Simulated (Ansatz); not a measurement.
Si3N4:
```cif
data_N8Si6
_chemical_formula_sum 'Si6 N8'
_space_group_name_H-M_alt 'P63/m'
_space_group_IT_number 176
_space_group_name_Hall '-P 6c'
_cell_length_a 7.57356
_cell_length_b 7.57356
_cell_length_c 2.89149
_cell_angle_alpha 90.000
_cell_angle_beta 90.000
_cell_angle_gamma 120.000
loop_
_atom_site_label
_atom_site_type_symbol
_atom_site_symmetry_multiplicity
_atom_site_Wyckoff_symbol
_atom_site_fract_x
_atom_site_fract_y
_atom_site_fract_z
_atom_site_occupancy
Si1 Si 6 h 0.23254 0.40637 0.25000 1
N1 N 2 c 0.33333 0.66667 0.25000 1
N2 N 6 h 0.33013 0.02951 0.25000 1
```

Relaxed with LDA.

Problem. Which orbitals make up the states near the band edges in plane-wave PAW LDA (Ansatz code)?

Solution. Top 1 eV of the valence band: N 2p 94 %. Bottom 1 eV of the conduction band: Si 3p 47 %, N 2s 17 %, Si 3s 10 %, N 2p 6 %, outside the projected shells 21 %. Projections are on Löwdin-orthogonalised atomic valence shells; empty p or d shells of many metals are not among them.

Problem. Tabulate the density of states.

Solution. States/eV per cell of 14 atoms, in 0.25 eV bins, energy from the valence-band maximum.

| E (eV) | total | N 2p | Si 3p | N 2s |
|---|---|---|---|---|
| -7.86 | 4.59 | 2.79 | 0.71 | 0.34 |
| -7.61 | 2.40 | 1.46 | 0.42 | 0.17 |
| -7.36 | 2.79 | 1.72 | 0.61 | 0.18 |
| -7.11 | 3.99 | 2.48 | 0.89 | 0.24 |
| -6.86 | 5.11 | 3.22 | 1.11 | 0.32 |
| -6.61 | 3.60 | 2.31 | 0.92 | 0.14 |
| -6.36 | 4.16 | 2.70 | 1.06 | 0.15 |
| -6.11 | 4.87 | 3.23 | 1.17 | 0.18 |
| -5.86 | 6.45 | 4.38 | 1.54 | 0.22 |
| -5.61 | 4.93 | 3.40 | 1.17 | 0.16 |
| -5.36 | 6.04 | 4.26 | 1.44 | 0.15 |
| -5.11 | 8.40 | 5.99 | 1.95 | 0.22 |
| -4.86 | 8.84 | 6.45 | 1.88 | 0.25 |
| -4.61 | 8.40 | 6.29 | 1.68 | 0.19 |
| -4.36 | 6.87 | 5.23 | 1.29 | 0.16 |
| -4.11 | 5.74 | 4.45 | 1.03 | 0.12 |
| -3.86 | 4.01 | 3.16 | 0.64 | 0.09 |
| -3.61 | 5.14 | 4.16 | 0.75 | 0.09 |
| -3.36 | 7.30 | 6.11 | 0.92 | 0.10 |
| -3.11 | 5.91 | 4.99 | 0.55 | 0.19 |
| -2.86 | 4.87 | 4.22 | 0.39 | 0.10 |
| -2.61 | 2.18 | 1.85 | 0.15 | 0.10 |
| -2.36 | 1.49 | 1.29 | 0.09 | 0.07 |
| -2.11 | 5.85 | 5.05 | 0.40 | 0.21 |
| -1.86 | 7.62 | 6.83 | 0.34 | 0.16 |
| -1.61 | 9.07 | 8.33 | 0.27 | 0.12 |
| -1.36 | 9.22 | 8.42 | 0.35 | 0.14 |
| -1.11 | 5.56 | 5.14 | 0.18 | 0.07 |
| -0.86 | 3.68 | 3.41 | 0.13 | 0.04 |
| -0.61 | 3.59 | 3.36 | 0.13 | 0.03 |
| -0.36 | 3.40 | 3.21 | 0.10 | 0.01 |
| -0.11 | 0.85 | 0.81 | 0.02 | 0.00 |
| 0.14 | 0.00 | 0.00 | 0.00 | 0.00 |
| 0.39 | 0.00 | 0.00 | 0.00 | 0.00 |
| 0.64 | 0.00 | 0.00 | 0.00 | 0.00 |
| 0.89 | 0.00 | 0.00 | 0.00 | 0.00 |
| 1.14 | 0.00 | 0.00 | 0.00 | 0.00 |
| 1.39 | 0.00 | 0.00 | 0.00 | 0.00 |
| 1.64 | 0.00 | 0.00 | 0.00 | 0.00 |
| 1.89 | 0.00 | 0.00 | 0.00 | 0.00 |
| 2.14 | 0.00 | 0.00 | 0.00 | 0.00 |
| 2.39 | 0.00 | 0.00 | 0.00 | 0.00 |
| 2.64 | 0.00 | 0.00 | 0.00 | 0.00 |
| 2.89 | 0.00 | 0.00 | 0.00 | 0.00 |
| 3.14 | 0.00 | 0.00 | 0.00 | 0.00 |
| 3.39 | 0.00 | 0.00 | 0.00 | 0.00 |
| 3.64 | 0.00 | 0.00 | 0.00 | 0.00 |
| 3.89 | 0.00 | 0.00 | 0.00 | 0.00 |
| 4.14 | 0.00 | 0.00 | 0.00 | 0.00 |
| 4.39 | 0.19 | 0.01 | 0.09 | 0.03 |
| 4.64 | 3.29 | 0.15 | 1.49 | 0.61 |
| 4.89 | 5.18 | 0.31 | 2.38 | 0.90 |
| 5.14 | 5.76 | 0.42 | 2.83 | 0.80 |
| 5.39 | 6.26 | 0.50 | 3.10 | 0.85 |
| 5.64 | 6.90 | 0.68 | 3.41 | 0.89 |
| 5.89 | 4.82 | 0.52 | 2.36 | 0.64 |
| 6.14 | 6.49 | 0.71 | 3.07 | 0.98 |
| 6.39 | 5.21 | 0.54 | 2.38 | 0.90 |
| 6.64 | 5.98 | 0.64 | 2.90 | 0.87 |
| 6.89 | 6.61 | 0.76 | 3.09 | 0.89 |
| 7.14 | 6.10 | 0.78 | 2.53 | 0.79 |
| 7.39 | 6.81 | 0.97 | 2.67 | 0.81 |
| 7.64 | 7.87 | 1.15 | 3.17 | 0.88 |
| 7.89 | 6.96 | 1.05 | 2.78 | 0.81 |
| 8.14 | 5.28 | 0.87 | 2.15 | 0.50 |
| 8.39 | 4.60 | 0.74 | 1.87 | 0.39 |
| 8.64 | 4.70 | 0.79 | 2.01 | 0.30 |
| 8.89 | 6.72 | 1.14 | 2.46 | 0.39 |

Space group P6_3/m. The LDA relaxation kept the symmetry of its start; phonons on a q-mesh show no instability.

Potentials: the later of the program's two PAW sets.
